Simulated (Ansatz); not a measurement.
## From the elastic tensor of InAg$_{3}$ to moduli and sound speeds

Level of theory: DFT LDA, scalar-relativistic, plane waves, PAW in Ansatz 0.2.0. Plane waves to 420 eV; Γ-centred k mesh 10×10×10; Fermi-Dirac smearing of 0.15 eV. No spin polarisation.

The structure is cubic, space group Pm-3m (No. 221). The conventional cell has a = 4.087 Å, b = 4.087 Å, c = 4.087 Å, α = 90.00°, β = 90.00°, γ = 90.00°. Around In (site symmetry m-3m) lie 12 Ag at 2.89 Å. Around Ag (site symmetry 4/mmm) lie 4 In at 2.89 Å and 8 Ag at 2.89 Å.

In a metal, frequencies and elastic constants depend on the k mesh and the smearing, soft modes and shear constants most.

Relaxed-ion constants (GPa, on the Cartesian axes of the calculation):
C11 = 138.2, C12 = 111.4, C13 = 111.4, C22 = 138.2, C23 = 111.4, C33 = 138.2, C44 = 48.0, C55 = 48.0, C66 = 48.0 GPa; the others vanish.

Density 10.665 g/cm³; 4 atoms in 68.26 Å³.

The values that follow are for a polycrystal of randomly turned grains, by Hill's mean where one number stands. In a crystal this anisotropic the Voigt and Reuss bounds lie far apart, so Hill's mean and the sound speeds and Debye temperature from it are rough.

With S = C⁻¹: B_V = (C11+C22+C33+2(C12+C13+C23))/9, G_V = (C11+C22+C33−C12−C13−C23+3(C44+C55+C66))/15, 1/B_R = S11+S22+S33+2(S12+S13+S23), 15/G_R = 4(S11+S22+S33−S12−S13−S23)+3(S44+S55+S66); Hill is their mean. Then v_l = √((B+4G/3)/ρ), v_t = √(G/ρ), v_m = [(2/v_t³+1/v_l³)/3]^(−1/3) and Θ = (ħ/k_B)·v_m·(6π²n/V)^(1/3) for n atoms in the volume V; E = 9BG/(3B+G), ν = (3B−2G)/(2(3B+G)) and A^U = 5G_V/G_R + B_V/B_R − 6.

- Bulk modulus, Voigt / Reuss / Hill: 120.3 / 120.3 / 120.3 GPa
- Shear modulus, Voigt / Reuss / Hill: 34.2 / 23.6 / 28.9 GPa
- Young's modulus: 80 GPa
- Poisson ratio: 0.389
- Pugh ratio B/G: 4.16 (over 1.75, the rule of thumb for ductile)
- Universal anisotropy index: 2.22
- Longitudinal and transverse sound speeds: 3859 and 1646 m/s
- Debye temperature from the mean sound speed: 215 K

Cost: 1 run of about 2.5 core-minutes, on Intel Xeon Platinum 8259CL (Skylake/Cascade Lake) (shared hosts).